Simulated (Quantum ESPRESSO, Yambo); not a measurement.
For Na3MoO3F3 (space group R3, No. 146), Yambo gives the independent-particle static dielectric constant along x as 3.56 on PBEsol bands and 2.82 after a scissor of 3.16 eV widens every gap (4×4×4 mesh, 115 bands, 3 Ry local-field block, 0.2 eV broadening). Axes are Cartesian, with cell vectors (Å) (2.78, 1.61, 4.84), (-2.78, 1.61, 4.84), (0.00, -3.21, 4.84).

Problem. A scissor keeps the position matrix elements. In a one-oscillator model, how does ε − 1 scale, and what mean transition energy do the two values imply?

Solution. Each transition adds |r|²/E to ε − 1, so ε − 1 ∝ 1/(E0 + Δ). Then (2.82 − 1)/(3.56 − 1) = E0/(E0 + Δ) = 0.711, and E0 = Δ(ε' − 1)/(ε − ε') = 7.8 eV. The computed Im ε, weighted by 1/E up to 20 eV, has its mean at 7.8 eV; the smallest direct PBEsol gap is 4.24 eV. The scissor comes from a G0W0 run whose convergence isn't established. Convergence of the RPA response with its 4×4×4 mesh was not tested.

Bands from Quantum ESPRESSO.

Spin-orbit coupling is not included.

Geometry of the Materials Project entry, not relaxed at this level; primitive cell a = b = c = 5.806 Å, α = β = γ = 57.29°.
